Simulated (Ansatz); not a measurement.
## One input, then a changed one: MgRh

First run: DFT, r2SCAN, PAW with Ansatz's default frozen-core files, scalar-relativistic (Ansatz 0.2.0).

Command: `ansatz run input.yaml --threads 1 --pin off --max-ram 2048MiB --backend cpu --events-out ev --progress --plain --runs-dir out` It took 6.4 s on 1 thread of Arm Neoverse V2 (shared host), peak memory 0.37 GiB.

```yaml
crystal:
  lattice:
    - [3.0907225691, 0.0, 0.0]
    - [0.0, 3.0907225691, 0.0]
    - [0.0, 0.0, 3.0907225691]
  atoms:
    - { symbol: Mg, position: [0.0, 0.0, 0.0] }
    - { symbol: Rh, position: [0.5, 0.5, 0.5] }
kpoints:
  mp_grid: { grid: [13, 13, 13] }
scf:
  occupations: { method: fermi_dirac, width: 0.05 }
hamiltonian:
  xc: r2scan
  pseudopotentials: { kind: paw }
output:
  forces: true
  stress: true
  eigenvalues: true
  populations: true
```

The cell comes from a relaxation on PAW files under the same functional, begun from a database entry that needn't be the ground state.

It converges in 7 SCF iterations at a pressure of 0.00 GPa, cutoff 500 eV.

The input is then changed:

```diff
   atoms:
-    - { symbol: Mg, position: [0.0, 0.0, 0.0] }
-    - { symbol: Rh, position: [0.5, 0.5, 0.5] }
+    - { symbol: Mg, position: [0.0, 0.0, 0.0], spin: 0.2 }
+    - { symbol: Rh, position: [0.5, 0.5, 0.5], spin: 0.2 }
 kpoints:
   populations: true
+  write_density: true
+  write_potential: true
+  elf: true
+  volumetric_format: npy
+basis:
+  ecutwfc: "400 eV"
+magnetization:
+  spin_polarized: true
```

**Question.** Predict the outcome of the changed run.

**Answer.** It converges in 17 SCF iterations at a pressure of 0.03 GPa, cell moment 0.00 μB, cutoff 400 eV. More than one line changes, and not each need have an effect. Results part of its log:
```
Warning: basis.ecutwfc = 400 eV is below the records' recommended 500 eV, and the density's cutoff is lower with it unless basis.ecutrho_ratio is high enough to keep the records' density cutoff: compare with a run at a higher cutoff
SCF 1 converged in 17 iterations: F = -8342.611480 eV  dr2 = 9.14e-11
  greatest PAW one-centre occupation: 1.000 electrons in one spin orbital (limit 2), on the Rh atom at site 1 (counted from 0), in its partial waves of l = 1
WARN: the starting moments were not kept: the SCF closed with an absolute magnetisation of 2.1e-6 μB, where they sum to 0.4 μB in size (2 sites). That is at most 0.1 of that sum. Measured as dr2_m measures the in/out step, that magnetisation stands 2.6e-12 eV from none, at or under the dr2_threshold of 1.0e-7 eV: it is no larger than a step whose dr2_m would equal this threshold. The system may hold no moment; this SCF shows only that its start led to no more than that. To try another start: raise the starting moments (crystal.atoms[].spin, magnetization.per_species, magnetization.initial_magnetization, or on a non-collinear deck that types none of these the spinor_matrix: blocks that start its atoms; where the total moment is fixed, keep their sum and leave initial_magnetization as it is; typed ones take the place of any that the run laid by itself, positive ones on a crystal's lanthanoids without a Hubbard term where scf.initial_density.shell_occupations: [] is typed) or, if the notice of its spin-set hold's release reads "site moments contracting" or "site moments show no strong build", lengthen the hold (scf.mixing.spin_hold: { on: { confirm: 4 } }; for m-r²SCAN on two components see the key's manual first). Each may lead to a state that holds a moment. A second SCF, from the converged charge density, with the starting moments and any scf.initial_density.shell_occupations laid on it anew, would have followed, and was not run: the deck does not ask for one (magnetization.retry_lost_moments is false, the default). To let it run, set magnetization.retry_lost_moments: true and run the deck again, where that key's refused combinations let it; where memory then withholds it, that run's warning says so.
this state was not tested for a lower state beside it, because the mixer in use, unlike msr1, does not test its closes by its own steps (another_mixer; see scf.mixing.algorithm and scf.lower_state_search)
SCF converged after 17 iterations
Magnetization: 0.0000 μB (13.5000 up, 13.5000 down)
Absolute magnetization: 0.0000 μB (∫|ρ↑−ρ↓|, with the PAW one-centre terms)
[... lines left out ...]
  k-point 1 ↑: bands = ["-65.5830", "-63.0044", "-32.6803", "-32.6738", "-32.6738", "-28.1045", "-28.1028", "-28.1028", "6.6924", "10.9085", "10.9310", "13.5513", "13.5513", "13.6331", "22.0238", "23.0270", "23.0270", "25.7881"]
  k-point 2 ↑: bands = ["-65.5818", "-63.0042", "-32.6966", "-32.6721", "-32.6721", "-28.1097", "-28.1030", "-28.1030", "7.0187", "10.9892", "11.0711", "13.3559", "13.3559", "13.6556", "20.4874", "23.4809", "23.4809", "25.3873"]
  k-point 83 ↓: bands = ["-65.5627", "-63.0002", "-32.7539", "-32.7537", "-32.7537", "-28.1291", "-28.1291", "-28.1288", "10.5547", "10.6034", "10.6034", "14.6499", "14.6499", "18.2030", "18.8443", "18.8443", "22.4226", "23.6787"]
--- Löwdin populations: 2 sites ---
  site symbol       q [e]    m [muB]
     0     Mg      8.9077    -0.0000
     1     Rh     17.8011     0.0000
  spilling = 0.010783 (of n_electrons = 27.000000)
```
